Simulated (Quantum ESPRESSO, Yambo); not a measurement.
# Levels of theory for the gap of Rb$_{2}$NaYF$_{6}$

Rb$_{2}$NaYF$_{6}$ (space group Fm-3m, No. 225): one geometry, one set of norm-conserving PBEsol (Quantum ESPRESSO, 88 Ry, no spin-orbit coupling) orbitals, self-energies from Yambo (2×2×2 Γ-centred k mesh, bands 2 to 272 and a 7 Ry block in the screening, 272 bands in G with the Bruneval-Gonze terminator, plasmon pole fitted at 27.2 eV).

The geometry is that of Materials Project entry mp-13926, symmetrised and not relaxed again.

```tsv
level	gap Γ → Γ (eV)	rough Yambo cost
PBEsol (Quantum ESPRESSO)	6.32	–
exchange only (Hartree-Fock self-energy on PBEsol orbitals)	18.31	about 1/20 (6 states)
static COHSEX@PBEsol	11.10	within a factor of two (2 states)
G0W0@PBEsol, plasmon pole	9.94	1 (6 states)
G0W0@PBEsol, multipole fit to 8 frequencies, no terminator	9.72	within a factor of two (2 states)
```

Bare exchange has no screening and gives the widest gap; static COHSEX screens it but leaves out the frequency dependence, which G0W0 restores.

Costs are rough ratios of core time on shared machines.

Nearest settings tried, and what they do to the gap: 132 bands in W: +132 meV. Not varied: bands in G, block, mesh. So the settings aren't converged at that level. The k mesh is coarse.
